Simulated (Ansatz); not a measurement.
Property card for PbI$_{2}$

PbI2:
```
CELL_PARAMETERS angstrom
      7.41937     0.00000     0.00000
      0.00000     7.84126     0.00000
      0.00000     0.00000     4.80987
ATOMIC_POSITIONS crystal
  Pb 0.00000 0.00000 0.00000
  Pb 0.50000 0.50000 0.50000
  I  0.25464 0.34256 0.00000
  I  0.75464 0.15744 0.50000
  I  0.24536 0.84256 0.50000
  I  0.74536 0.65744 0.00000
```

Space group Pnnm (No. 58); conventional cell a = 7.4194 Å, b = 7.8413 Å, c = 4.8099 Å, α = β = γ = 90.00°.

Method: plane-wave PAW PBE (Ansatz code). Structure relaxed to zero pressure with the same functional. Other levels are named where they apply.

Cell and energy:

- Volume per atom = 46.64 Å³
- Density = 5.47 g/cm³
- Formation energy from the elements (no fitted shifts) = -0.63 eV/atom

Electronic structure:

- Band gap: 2.14 eV (indirect)
- Valence-band maximum: on the Γ–Z line, 45 % of the way from Γ (k = 0.000, 0.000, 0.224 in fractions of the reciprocal vectors)
- Conduction-band minimum: at T (k = 0.000, 0.500, 0.500 in fractions of the reciprocal vectors)
- Smallest direct gap on the standard path: 2.32 eV
- Hole effective mass: 0.63, 1.0, 5.3 mₑ (principal values)

Mechanics:

Bulk modulus (Birch–Murnaghan fit): 13.8 GPa
Pressure derivative B′: 7.4

A made-up cell: these elements were put on the sites of a structure type; neither database checked (COD, Materials Project) lists it. It is not the phase usual at ambient conditions (space group No. 164). The PBE relaxation kept the symmetry of its start; whether a distortion lowers the energy is not shown. The references are the lowest solids computed at this level, not always the standard phases. Spin–orbit coupling is left out wherever it is not named.

Potentials: the later of the program's two PAW sets.
